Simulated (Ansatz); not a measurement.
BaAg2As2:
```yaml
crystal:
  lattice:
    - [-2.29248, 2.29248, 5.70262]
    - [2.29248, -2.29248, 5.70262]
    - [2.29248, 2.29248, -5.70262]
  atoms:
    - { symbol: Ba, position: [0.00000, 0.00000, 0.00000] }
    - { symbol: Ag, position: [0.75000, 0.25000, 0.50000] }
    - { symbol: Ag, position: [0.25000, 0.75000, 0.50000] }
    - { symbol: As, position: [0.38429, 0.38429, 0.00000] }
    - { symbol: As, position: [0.61571, 0.61571, 0.00000] }
```

Relaxed with PBE. Special points in fractions of this cell's reciprocal vectors: Γ (0.000, 0.000, 0.000); X (0.000, 0.000, 0.500); P (0.250, 0.250, 0.250); N (0.000, 0.500, 0.000); M (0.500, 0.500, -0.500); S (0.290, 0.710, -0.290); S0 (-0.290, 0.290, 0.290); R (-0.081, 0.081, 0.500); G (0.500, 0.500, -0.081).

**Question.** List the band energies nearest the Fermi level at these points for PBE in the plane-wave PAW code Ansatz.

**Answer.** In eV from the Fermi level; about four levels below and three above (degenerate sets whole), none deeper than 8.9 eV; points with the same levels are listed once.

| k | below | above |
|---|---|---|
| Γ | -1.90 -1.90 -0.72 -0.72 | 0.27 1.15 2.15 |
| X | -2.80 -2.72 -2.31 -2.11 | 0.06 2.51 2.70 |
| P | -2.76 -2.76 -2.22 -2.22 -0.37 | 3.57 3.57 3.85 |
| N | -1.83 -1.11 -0.18 -0.02 | 1.66 2.56 2.77 |
| M | -2.14 -2.14 -1.73 -1.23 | 0.20 0.62 0.62 |
| S | -4.47 -2.48 -2.02 -1.89 | 0.22 0.92 1.41 |
| R | -2.79 -2.67 -2.44 -1.95 | 0.10 2.55 2.69 |

Space group I4/mmm. The workflow started from an entry of the Crystallography Open Database (COD, 295 K). Its standing as an ambient phase is unchecked. The PBE relaxation kept the symmetry of its start; its stability against distortions is not shown here. The run is not spin-polarised. Spin–orbit coupling is left out wherever it is not named.

Potentials: the later of the program's two PAW sets.
